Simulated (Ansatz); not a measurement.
GeS (wurtzite, space group No. 186) at seven volumes, PBE in the plane-wave PAW code Ansatz, shape and atoms relaxed at each. One row is withheld.

```tsv
V (Å³/atom)	P (GPa)
23.427	4.21
24.199	2.56
24.972	1.19
25.744	0.00
26.516	-0.94
27.289	?
28.061	-2.42
```

Q: Fit the shown pressures and predict the withheld one.

A: P = (3/2)B₀(x^(7/2) − x^(5/2))[1 + (3/4)(B′ − 4)(x − 1)] with x = (V₀/V)^(2/3). Least squares on the six rows gives V₀ = 25.759 Å³/atom, B₀ = 35.0 GPa, B′ = 4.99. At V = 27.289, x = 0.9623 and P = -1.75 GPa. The run itself gave -1.77 GPa.

Space group P6_3mc (wurtzite). A made-up cell: these elements were put on the sites of a structure type; neither database checked (COD, Materials Project) lists it. COD files the formula under space group No. 62, so this cell is another polymorph or a model. Whether it is the stable phase at ambient conditions was not checked. Symmetry was held in the PBE relaxation; whether a distortion lowers the energy is not shown.

Potentials: the later of the program's two PAW sets.
